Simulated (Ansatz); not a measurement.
**CeC in the zincblende structure**

Level of theory: DFT, PBE, scalar-relativistic, no spin polarisation; plane waves to 420 eV with PAW datasets (Ansatz 0.2.0), Γ-centred 8×8×8 mesh, 0.05 eV Gaussian smearing; PAW files: Ansatz's generated set soft_2.

```cif
data_structure
_symmetry_space_group_name_H-M 'P 1'
_symmetry_Int_Tables_number 1
_cell_length_a 3.8837
_cell_length_b 3.8837
_cell_length_c 7.7673
_cell_angle_alpha 60.000
_cell_angle_beta 60.000
_cell_angle_gamma 60.000
_cell_volume 82.84
loop_
_atom_site_label
_atom_site_type_symbol
_atom_site_fract_x
_atom_site_fract_y
_atom_site_fract_z
_atom_site_occupancy
Ce1 Ce 0.00000 0.00000 0.00000 1
C1 C 0.25000 0.25000 0.12500 1
Ce2 Ce 0.00000 0.00000 0.50000 1
C2 C 0.25000 0.25000 0.62500 1
```

The structure was built from a prototype; whether the compound forms in it isn't claimed.

The cell above (space group F-43m at a tolerance of 0.05 Å) comes from a relaxation within its symmetry on a finer mesh. All atoms were then moved at random (spread 0.05 Å) and the cell was relaxed without symmetry.

Task: Does the structure survive?

Result: It returns: the energy ends within 0.1 meV/atom of the undisturbed cell and space group F-43m is found again (tolerance 0.05 Å). The test covers only distortions that fit this cell.

For elements this heavy, spin–orbit coupling would shift levels and gaps; it isn't included here. The k-mesh is coarse, so small energy differences aren't converged.
